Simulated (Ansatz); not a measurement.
Relaxed HfO$_{2}$ (fluorite):

```
HfO2
1.0
    0.00000     5.05847     5.05847
    2.52923     2.52923     5.05847
    2.52923     2.52923     0.00000
Hf O
2 4
Direct
  0.00000   0.00000   0.00000
  0.50000   0.00000   0.00000
  0.00000   0.25000   0.25000
  0.50000   0.25000   0.25000
  0.00000   0.75000   0.75000
  0.50000   0.75000   0.75000
```

The atoms are displaced by Q × the pattern below (from a DFPT mode at X = (0.5, 0.5, 0.0), largest move 1; Q in Å), at fixed cell. (q is in reciprocal vectors of the primitive cell; the cell shown is doubled to hold the pattern.)

```
atom      x      y       z
----  -----  -----  ------
O3    0.000  0.000   1.000
O4    0.000  0.000  -1.000
O5    0.000  0.000   1.000
O6    0.000  0.000  -1.000
```

Atoms not listed stay in place.

Method: r2SCAN (plane waves to 500 eV, PAW, scalar-relativistic; Ansatz, an electronic-structure program). k mesh 11×11×11 (Γ-centred), Fermi-Dirac smearing 0.05 eV. E stands for the smeared free energy. HfO2 is run without spin polarisation. HfO2 was relaxed with its symmetry unable to fall. Spin-orbit coupling is left out, though Hf is heavy. This is a high-temperature form of HfO2. The zero of ΔE is the undisplaced structure.

```csv
Q (Å),ΔE (meV/cell)
-0.4400,withheld
-0.3667,99
-0.2933,-96
-0.2200,-143
-0.1467,-99
-0.0733,-31
0.0000,0
0.0733,-31
0.1467,-99
0.2200,-143
0.2933,-96
0.3667,99
0.4400,withheld
```

Fit an even polynomial form (powers 2, 4, 6) to the given rows and predict ΔE at Q = -0.4400.

Least squares on the 11 given rows: ΔE = (-5956)·Q² + (68030)·Q⁴ + (-135800)·Q⁶, in meV/cell with Q in Å; root-mean-square residual 0.8 meV/cell. At -0.4400 the fit gives 411 meV/cell; the calculation gives 484 meV/cell, so the extrapolation is off by -73 (-15.1 %). The quadratic term alone would give -1153 meV/cell: it is negative, as the undisplaced cell is unstable along this move.

(For displaced atoms, the force is minus the slope of the energy, and its curvature is a force constant, which sets phonon frequencies.)
